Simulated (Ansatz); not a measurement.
Starting cell, InAs (zinc blende):

```
InAs
1.0
    0.00000     6.10911     6.10911
    3.05455     0.00000     3.05455
    3.05455     3.05455     0.00000
As In
2 2
Direct
  0.37500   0.75000   0.75000
  0.87500   0.75000   0.75000
  0.00000   0.00000   0.00000
  0.50000   0.00000   0.00000
```

In this cell atom 4 (In, nearest neighbour As at 2.645 Å; its periodic images, 4.3 Å or more away, move with it) is moved by s towards the nearest neighbour, unit vector (0.577, -0.577, 0.577); all other atoms and the cell stay fixed.

Computed with r2SCAN (plane waves to 500 eV, PAW, scalar-relativistic; Ansatz, a program for electronic structure). k mesh 4×8×8 (Γ-centred), Fermi-Dirac smearing 0.05 eV. Energies are smeared free energies. InAs was relaxed with its symmetry unable to fall. The zero of ΔE is the undisplaced structure.

```tsv
s (Å)	ΔE (meV/cell)
-0.260	189
-0.208	128
-0.156	withheld
-0.104	36
-0.052	9
0.000	0
0.052	11
0.104	45
0.156	107
0.208	201
0.260	332
```

**Question.** Fit a polynomial form (powers 2, 3, 4) to the given rows and predict ΔE at s = -0.156.

**Answer.** Least squares on the 10 given rows: ΔE = (3713)·s² + (4065)·s³ + (2071)·s⁴, in meV/cell with s in Å; root-mean-square residual 0.2 meV/cell. At -0.156 the fit gives 76 meV/cell; the calculation gives 76 meV/cell, the same to the digits shown. The quadratic term alone would give 90 meV/cell.

(For displaced atoms, the force is minus the slope of the energy, and its curvature is a force constant, which sets phonon frequencies.)
